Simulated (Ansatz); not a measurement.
Ansatz (a first-principles code) input:

Ansatz 0.2 input:
```yaml
crystal:
  lattice:
    - [4.1378206155, 0.0, 0.0]
    - [0.0, 4.1378206155, 0.0]
    - [0.0, 0.0, 4.1378206155]
  atoms:
    - { symbol: Pt, position: [0.0, 0.5, 0.5] }
    - { symbol: Pt, position: [0.5, 0.0, 0.5] }
    - { symbol: Pt, position: [0.5, 0.5, 0.0] }
    - { symbol: La, position: [0.0, 0.0, 0.0] }
kpoints:
  mp_grid: { grid: [10, 10, 10] }
hamiltonian:
  xc: lda
  pseudopotentials: { kind: paw }
scf:
  occupations: { method: fermi_dirac, width: 0.1 }
phonons:
  method: dfpt
  response_accuracy: low
  eigenvectors: true
  rigid_motions: translations
```

Output (shortened):

```
Pseudopotential: Pt, paw, valence charge 18
Pseudopotential: La, paw, valence charge 11
Functional definition: SPW92
Crystal: 4 atoms, lattice volume = 70.846 Å³
Basis set: ecut = 420 eV, 1357 PW (Γ), exchange–correlation on 60×60×60 points (8 copies of the dense FFT grid, shifted against one another)
Bands: 39, of which v1, the nominal top of the filled ones, is band 33 counted from 1 (32 counted from 0)
Symmetry: 48 space group operations
k-points: 216 of 1000 (irreducible under 8 space group operations)
SCF iter   1: F=—  HF=-42814.436078 eV  |F-HF|=—  |Δ(HF+E_count)|=         —  Δρ=7.23e-3  dr2=2.77e-2  ethr=1.77e-3  ⟨swp⟩=4.4  Hψ=28714  notcnv=0
preconditioner: auto → Kerker (q_TF=auto, 2.689 Å⁻¹)
SCF iter   2: F=—  HF=-42814.430047 eV  |F-HF|=—  |Δ(HF+E_count)|=   6.03e-3  Δρ=2.89e-3  dr2=1.68e-3  ethr=4.26e-5  ⟨swp⟩=2.2  Hψ=18222  notcnv=0  defer=39
SCF iter   3: F=—  HF=-42814.429851 eV  |F-HF|=—  |Δ(HF+E_count)|=   1.97e-4  Δρ=1.23e-3  dr2=3.38e-4  ethr=2.58e-6  ⟨swp⟩=1.9  Hψ=9236  notcnv=0  defer=39
SCF iter   4: F=—  HF=-42814.429809 eV  |F-HF|=—  |Δ(HF+E_count)|=   4.15e-5  Δρ=1.25e-4  dr2=1.00e-5  ethr=5.20e-7  ⟨swp⟩=2.6  Hψ=15292  notcnv=0  defer=39
SCF iter   5: F=—  HF=-42814.429806 eV  |F-HF|=—  |Δ(HF+E_count)|=   3.26e-6  Δρ=2.46e-5  dr2=6.61e-7  ethr=1.54e-8  ⟨swp⟩=2.0  Hψ=13110  notcnv=0  defer=39
SCF iter   6: F=—  HF=-42814.429809 eV  |F-HF|=—  |Δ(HF+E_count)|=   3.59e-6  Δρ=7.41e-6  dr2=5.06e-8  ethr=1.02e-9  ⟨swp⟩=2.0  Hψ=12398  notcnv=0  defer=39
SCF iter   7: F=—  HF=-42814.429809 eV  |F-HF|=—  |Δ(HF+E_count)|=   1.20e-8  Δρ=1.82e-6  dr2=4.40e-9  ethr=7.79e-11  ⟨swp⟩=2.0  Hψ=13425  notcnv=0  defer=39
SCF iter   8: F=—  HF=-42814.429809 eV  |F-HF|=—  |Δ(HF+E_count)|=  7.79e-10  Δρ=4.12e-7  dr2=1.25e-10  ethr=6.78e-12  ⟨swp⟩=2.0  Hψ=13953  notcnv=0  defer=39
SCF iter  10: F=-42814.429809 eV  HF=-42814.429809 eV  |F-HF|=1.46e-11  |Δ(HF+E_count)|=  1.46e-11  Δρ=1.67e-8  dr2=1.56e-13  ethr=1.00e-12  ⟨swp⟩=5.0  Hψ=35715  notcnv=0
SCF 1 converged in 10 iterations: F = -42814.429809 eV  dr2 = 1.56e-13
DFPT response loops at Γ: preconditioner auto → Kerker (q_TF=auto, 2.689 Å⁻¹) (partly filled bands, converged f_vac=0.000) …
SCF converged after 10 iterations
Free energy (F): -42814.429809 eV
Harris-Foulkes:  -42814.429809 eV  (|F-HF|=1.46e-11)
Internal energy: -42814.352170 eV  (E = F + TS)
E sigma→0 (E₀):  -42814.390990 eV
Entropy (-TS):   -0.077639 eV (-19.410 meV/atom)
Fermi energy:    19.924738 eV
--- Per-component energies (eV) ---
  E_band       = -481.956753
  E_kinetic    = 2120.260788
  E_local      = -5462.230731  (includes V_loc(G=0)·N_el)
  E_nonlocal   = 722.727202
  E_hartree    = 2077.505788
  E_xc         = -924.076629
  E_vxc        = -1061.530052  (∫ρ·V_xc dr)
  E_paw        = -32779.650668  (= ΣΔE_a)
  E_vpaw       = -956.196027  (= ΣTr[D̂ρ^β])
  E_aug_tail   = 0.000487  (compensation charges beyond the density's cutoff)
  E_ewald      = -8570.602731
  E_core_change = 1.714325  (= ΣΔE_core)
  E_smearing   = -0.077639  (= −TS)
  E_closure    = 0.000000  (closes the sum)
  Σ components = -42814.429809   (vs F -42814.429809, Δ=0.00e0)
  [band-id]    e_kinetic+e_local+e_nonlocal+2·e_hartree+e_vxc+e_vpaw+e_augmentation_tail = -481.956759   (vs E_band -481.956753, Δ=-5.71e-6)
--- Band table (eV; the first three rows and the last of 216) ---
  k-point 0: bands = ["-78.1059", "-78.0910", "-78.0910", "-32.3246", "-32.3246", "-32.3246", "-32.2295", "-32.2295", "-32.2295", "-32.1412", "-32.1412", "-32.1412", "-11.0806", "5.0786", "5.0786", "5.0786", "12.2571", "14.1077", "14.1077", "14.7247", …
  k-point 1: bands = ["-78.1056", "-78.0913", "-78.0910", "-32.3222", "-32.3222", "-32.3207", "-32.2302", "-32.2302", "-32.2297", "-32.1456", "-32.1430", "-32.1430", "-11.0754", "4.9921", "5.0671", "5.0671", "12.4116", "14.2053", "14.2308", "14.7672", …
  k-point 2: bands = ["-78.1046", "-78.0922", "-78.0910", "-32.3152", "-32.3152", "-32.3091", "-32.2322", "-32.2322", "-32.2301", "-32.1583", "-32.1480", "-32.1480", "-11.0619", "4.7783", "5.0374", "5.0374", "12.8344", "14.4881", "14.5502", "14.8904", …
  k-point 215: bands = ["-78.0959", "-78.0959", "-78.0959", "-32.3593", "-32.3204", "-32.3204", "-32.3204", "-32.1673", "-32.1673", "-32.1673", "-32.1375", "-32.1375", "-11.0017", "4.7613", "4.7613", "4.7613", "13.8402", "13.8402", "13.8402", "15.6815", …
--- Phonons (Γ-DFPT): 3 representative perturbations + reference, on 216 of 1000 k-points (Σ response iterations 9) ---
  ASR residual: 3.224e-4 → 0.000e0 eV/Å²; symmetrization residual: 3.299e-5 eV/Å²
  ASR residual per site (eV/Å²): 2.10e-4 2.10e-4 2.10e-4 3.22e-4
  Γ frequencies (cm⁻¹): 0.00 0.00 0.00 100.57 100.57 100.57 115.21 115.21 115.21 172.59 172.59 172.59
  non-analytic LO–TO correction: not included (Born effective charges unavailable; polar crystals: no LO–TO splitting at Γ)
```

Cost: around 4 core-minutes (rough) on shared cores.

Space group Pm-3m (Cu3Au type). The workflow started from an entry of the Crystallography Open Database (COD). Whether it is the stable phase at ambient conditions was not checked. The LDA relaxation kept the symmetry of its start; of distortions, only those at the zone centre were tested. The run is not spin-polarised. As this level gives no gap, phonon frequencies hold no LO–TO term and depend on the k-mesh and smearing (Fermi–Dirac, 0.1 eV here). Scalar-relativistic: spin–orbit coupling is off unless named, which matters more the heavier the elements.

Potentials: the later of the program's two PAW sets.

Ansatz is a plane-wave DFT program.
